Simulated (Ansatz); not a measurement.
The relaxed structure here is a generated cell of Ta2N: the first start was made by placing the elements on the sites of a structure type, and the end was not matched to a known phase here, so it may be hypothetical.

Relaxation of a generated cell, Ta2N built in the Fe2P structure type; 9 atoms in the cell, which starts as P-62m (No. 189), hP9; a = b = 6.1348 Å, c = 3.5877 Å, α = β = 90.00°, γ = 120.00°. Level of theory: r2SCAN (plane waves to 500 eV, PAW, scalar-relativistic; Ansatz, a program for electronic structure). Γ-centred k-mesh 6×6×9 on the run's cell, Fermi–Dirac smearing 0.05 eV. This is the first round of the run. 

The optimiser's lines from the output (shortened; P is positive under compression):

```
relax step   1: F+E_penalty+E_count = -60816.89974066 eV  Δ(F+E_penalty+E_count) = +0.000e0 eV  max|allowed force component| = 3.550e-1 eV/Å  Δτ_max = 0.0000 Å  P = +4.900 GPa  Ω = 116.936 Å³  (9 SCF iters, dr2 threshold 1.00e-7 eV, accepted)
relax step   2: F+E_penalty+E_count = -60818.18848146 eV  Δ(F+E_penalty+E_count) = -1.289e0 eV  max|allowed force component| = 7.665e-1 eV/Å  Δτ_max = 0.0404 Å  P = -3.060 GPa  Ω = 119.099 Å³  (8 SCF iters, dr2 threshold 9.00e-7 eV, accepted)
relax step   3: F+E_penalty+E_count = -60819.17365958 eV  Δ(F+E_penalty+E_count) = -9.852e-1 eV  max|allowed force component| = 6.475e-1 eV/Å  Δτ_max = 0.0230 Å  P = -1.869 GPa  Ω = 117.820 Å³  (8 SCF iters, dr2 threshold 9.00e-7 eV, accepted)
relax step   4: F+E_penalty+E_count = -60819.64309016 eV  Δ(F+E_penalty+E_count) = -4.694e-1 eV  max|allowed force component| = 4.775e-1 eV/Å  Δτ_max = 0.0448 Å  P = +2.985 GPa  Ω = 115.977 Å³  (8 SCF iters, dr2 threshold 9.00e-7 eV, accepted)
relax step   5: F+E_penalty+E_count = -60819.69596117 eV  Δ(F+E_penalty+E_count) = -5.287e-2 eV  max|allowed force component| = 1.888e-1 eV/Å  Δτ_max = 0.0495 Å  P = -0.012 GPa  Ω = 117.591 Å³  (7 SCF iters, dr2 threshold 9.00e-7 eV, accepted)
relax step   6: F+E_penalty+E_count = -60819.69838000 eV  Δ(F+E_penalty+E_count) = -2.419e-3 eV  max|allowed force component| = 3.031e-2 eV/Å  Δτ_max = 0.0052 Å  P = -0.031 GPa  Ω = 117.632 Å³  (6 SCF iters, dr2 threshold 9.00e-7 eV, accepted)
relax step   7: F+E_penalty+E_count = -60819.69847074 eV  Δ(F+E_penalty+E_count) = -9.074e-5 eV  max|allowed force component| = 3.273e-3 eV/Å  Δτ_max = 0.0018 Å  P = +0.009 GPa  Ω = 117.620 Å³  (5 SCF iters, dr2 threshold 5.74e-8 eV, accepted)
relax step   8: F+E_penalty+E_count = -60819.70306606 eV  Δ(F+E_penalty+E_count) = -4.595e-3 eV  max|allowed force component| = 3.199e-3 eV/Å  Δτ_max = 0.0000 Å  P = +0.081 GPa  Ω = 117.620 Å³  stress off target by 1.15e-1 GPa  SCF on the basis re-selected at this cell (its energy is not comparable with the rows above)  (8 SCF iters)
relax step   9: F+E_penalty+E_count = -60819.70306439 eV  Δ(F+E_penalty+E_count) = +1.669e-6 eV  max|allowed force component| = 2.952e-3 eV/Å  Δτ_max = 0.0001 Å  P = -0.011 GPa  Ω = 117.666 Å³  (5 SCF iters, dr2 threshold 3.28e-8 eV, accepted)
relax step  10: F+E_penalty+E_count = -60819.70307624 eV  Δ(F+E_penalty+E_count) = -1.185e-5 eV  max|allowed force component| = 3.021e-3 eV/Å  Δτ_max = 0.0000 Å  P = -0.011 GPa  Ω = 117.666 Å³  stress off target by 1.45e-2 GPa  SCF on the basis re-selected at this cell (its energy is not comparable with the rows above)  (5 SCF iters)
```

From the first to the last row the energy changes by -0.31 eV/atom and the volume by +0.6 %. The last row is marked as not comparable with the walk above it, whose basis was carried along; it does compare with step 1, since both stand on a basis selected at the nominal cutoff for their own cell.

Later rounds, restarted from the end of this one on a renewed k-mesh, logged 7 more steps and released under 0.01 eV/atom more. The final structure after all rounds: P-62m (No. 189), hP9; a = 6.644 Å, b = 6.644 Å, c = 3.076 Å, α = 90.00°, β = 90.00°, γ = 120.00°. Between re-selections the logged energies stand on a plane-wave basis carried along with the cell. No spin polarisation in the result. The relaxed primitive cell holds an odd number of electrons. A magnetic state may lie lower.

The run could not lose the symmetry of its start: the end is stationary, and may be a saddle point rather than a minimum.
